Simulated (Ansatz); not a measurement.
YCl:
```
CELL_PARAMETERS angstrom
      1.86761     1.07827     9.38573
     -1.86761     1.07827     9.38573
      0.00000    -2.15653     9.38573
ATOMIC_POSITIONS crystal
  Cl 0.38769 0.38769 0.38769
  Cl 0.61231 0.61231 0.61231
  Y  0.21731 0.21731 0.21731
  Y  0.78269 0.78269 0.78269
```

Relaxed with r²SCAN+D4.

Q: Map the electron localisation function on the plane through (0.388, 0.388, 0.388) spanned by u = [1, 0, 0] and v = [-1, 1, 1] in lattice vectors, from r²SCAN+D4 (plane waves, PAW; program Ansatz).

A: x is the fraction of u, y of v (the angle between them is 38°; rows are the nearest grid lines); atoms in the plane: Cl at (0.00, 0.00), Cl at (0.45, 0.22), Y at (0.66, 0.83), Y at (0.79, 0.40).
```
|.=%@%#-..-+*##*=. .:-...:==-:    +%@@@+.|
|@#*#@@%+:..-+*#*-. :%@@%+.        .*@@@@|
|@@%%@@@#=..:=+**+: .%@@@@#-        .*%@@|
|#@@@@@@@#+:.:=*###=.*@@%#%@@+.        =#|
| :+#%%%%%*=..:=*%@%#.-%@%==%@@=         |
|    :=+++=-...:=#@@@#-.-%@@%%@@*.       |
|      ::::..  .:*%@@@#-.-#@@@@@%=       |
|                .-*%@@%#-..-#%%%*:      |
|                  .:=++++=-....:::.     |
|                      ......:--:::::..  |
|                      .:::....-=++++=-: |
|*-.                    :*%%%*-..-#%@@@%*|
|@%+:.  ..::::           =%@@@@@#:.-#@@@@|
|@@%*-..:=*####*-.        -%@%*+%@%-.-#@@|
|%@%*=:..=*%%%%%#+.        +@@#==%@%-.-#%|
|=###*=:.:+#@@@@@@@#=       .*@@%#%@@+..=|
| :+**+-:..=#@@@%%@@@*.        -#@@@@%*. |
|. :+*#*+-..-*%@%+-+@@%*.    ... .:+##*-.|
|. .=*##*+-..-#%@#-.+@@%+    :-==:..:--:.|
|  .:+#%%%#+-.:=#%@%*%@@@#:  .=#%%%%*-.  |
|+:..:+#%%%%#+-..-*%@@@@@@#-  .*%@@@@@@%+|
|@%#=..-+#%%%#*=.  .-%@@@@%#-   +%@@@%%@@|
|%@%#=..-+#%%%#+:.   -*%%%%#=.  :#@@@%**%|
|.=%@%#-..-+*##*=. .:-...:==-:    +%@@@+.|
```
Scale: ten equal steps from 0.002 (start of ' ') to 0.899 (end of '@'), in the order ' .:-=+*#%@'; x runs from 0.000 to 1.00, y from 0.000 (bottom) to 1.00 (top).

The density is the valence pseudo-density with augmentation charge, so density and ELF within about 1 Å of a nucleus are not all-electron values.

Space group R-3m. The workflow started from an entry of the Crystallography Open Database (COD). Whether it is the stable phase at ambient conditions was not checked. The cell was relaxed with r²SCAN+D4 under the symmetry of its start; its stability against distortions is not shown here. The run is not spin-polarised.

Potentials: the later of the program's two PAW sets.
